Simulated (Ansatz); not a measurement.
K2LiRhF6:
```yaml
crystal:
  lattice:
    - [0.00000, 4.00997, 4.00997]
    - [4.00997, 0.00000, 4.00997]
    - [4.00997, 4.00997, 0.00000]
  atoms:
    - { symbol: K, position: [0.75000, 0.75000, 0.75000] }
    - { symbol: K, position: [0.25000, 0.25000, 0.25000] }
    - { symbol: Li, position: [0.50000, 0.50000, 0.50000] }
    - { symbol: Rh, position: [0.00000, 0.00000, 0.00000] }
    - { symbol: F, position: [0.75268, 0.24732, 0.24732] }
    - { symbol: F, position: [0.24732, 0.75268, 0.75268] }
    - { symbol: F, position: [0.24732, 0.75268, 0.24732] }
    - { symbol: F, position: [0.75268, 0.24732, 0.75268] }
    - { symbol: F, position: [0.24732, 0.24732, 0.75268] }
    - { symbol: F, position: [0.75268, 0.75268, 0.24732] }
```

Relaxed with r²SCAN. Special points in fractions of this cell's reciprocal vectors: Γ (0.000, 0.000, 0.000); X (0.500, 0.000, 0.500); U (0.625, 0.250, 0.625); K (0.375, 0.375, 0.750); L (0.500, 0.500, 0.500); W (0.500, 0.250, 0.750).

Task: List the band energies nearest the valence-band maximum at these points for DFT-r²SCAN in the program Ansatz with PAW potentials.

Result: In eV from the valence-band maximum; about four levels below and three above (degenerate sets whole), none deeper than 8.9 eV; points with the same levels are listed once.

| k | below | above |
|---|---|---|
| Γ | -2.79 -2.79 -2.79 -0.28 -0.28 -0.28 | 3.06 3.06 5.91 |
| X | -2.81 -0.31 0.00 0.00 | 2.56 3.07 8.39 |
| U | -2.92 -0.23 -0.05 -0.03 | 2.66 2.94 8.74 |
| L | -3.06 -0.21 -0.14 -0.14 | 2.82 2.82 7.84 |
| W | -3.05 -3.05 -0.15 -0.15 0.00 | 2.69 2.90 8.91 |

Space group Fm-3m. The first step of the workflow began from a Materials Project structure, measured or hypothetical; the Crystallography Open Database copy checked does not list it. Its standing as an ambient phase is unchecked. The cell was relaxed with r²SCAN under the symmetry of its start; its stability against distortions is not shown here. No spin polarisation was allowed. Scalar-relativistic: spin–orbit coupling is off unless named, which matters more the heavier the elements.

Potentials: the later of the program's two PAW sets.
